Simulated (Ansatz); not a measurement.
# MgHOF: levels and charges under dearer methods

A database entry relaxed whole under r2SCAN at zero pressure (Pnma, No. 62):

```yaml
crystal:
  lattice:
    - [10.10827, 0.00000, 0.00000]
    - [0.00000, 3.08609, 0.00000]
    - [0.00000, 0.00000, 4.61302]
  atoms:
    - { symbol: Mg, position: [0.13215, 0.75000, 0.50699] }
    - { symbol: Mg, position: [0.36785, 0.25000, 0.00699] }
    - { symbol: Mg, position: [0.63215, 0.75000, 0.99301] }
    - { symbol: Mg, position: [0.86785, 0.25000, 0.49301] }
    - { symbol: H, position: [0.93532, 0.75000, 0.92292] }
    - { symbol: H, position: [0.56468, 0.25000, 0.42292] }
    - { symbol: H, position: [0.43532, 0.75000, 0.57708] }
    - { symbol: H, position: [0.06468, 0.25000, 0.07708] }
    - { symbol: O, position: [0.45291, 0.75000, 0.78192] }
    - { symbol: O, position: [0.04709, 0.25000, 0.28192] }
    - { symbol: O, position: [0.95291, 0.75000, 0.71808] }
    - { symbol: O, position: [0.54709, 0.25000, 0.21808] }
    - { symbol: F, position: [0.20762, 0.25000, 0.74727] }
    - { symbol: F, position: [0.29238, 0.75000, 0.24727] }
    - { symbol: F, position: [0.70762, 0.25000, 0.75273] }
    - { symbol: F, position: [0.79238, 0.75000, 0.25273] }
```

Its volume is 8.99 Å³ an atom, -1.1 % against the entry's 9.10, a cell as deposited in COD (2012).

Single points on this cell with plane-wave PAW DFT (Ansatz 0.2.0; r2SCAN 500 eV, hybrids 420 eV; fermi-dirac occupations of width 0.020 eV; no moments): r2SCAN on a 4×8×6 Γ-centred mesh; HSE06 on a 2×4×4 Γ-centred mesh; PBE0 on a 2×4×4 Γ-centred mesh.

Task: How do gap, pressure and charges move from level to level?

Result: The runs give:

```tsv
level	gap (eV), or kind	pressure (GPa)	Bader charge of Mg (e)	Bader charge of H (e)	Bader charge of O (e)	Bader charge of F (e)
r2SCAN	5.72	0.0	+1.78	+0.59	-1.45	-0.91
HSE06	6.88	0.5	+1.77	+0.59	-1.46	-0.91
PBE0	7.63	0.4	+1.77	+0.59	-1.46	-0.91
```

Under r2SCAN the gap is 5.72 eV, over mesh and band path. HSE06 moves it by +1.16 eV and PBE0 by +1.91 eV; PBE0 keeps its exact exchange at long range, which widens the gap over HSE06's by 0.75 eV on their common mesh.

Caveats: the relaxation kept the start's symmetry; HSE06 is read on its mesh and at the zone's corners, PBE0 on its mesh alone; hybrid pressures are good to a few tenths of a GPa; pressure is positive in compression.
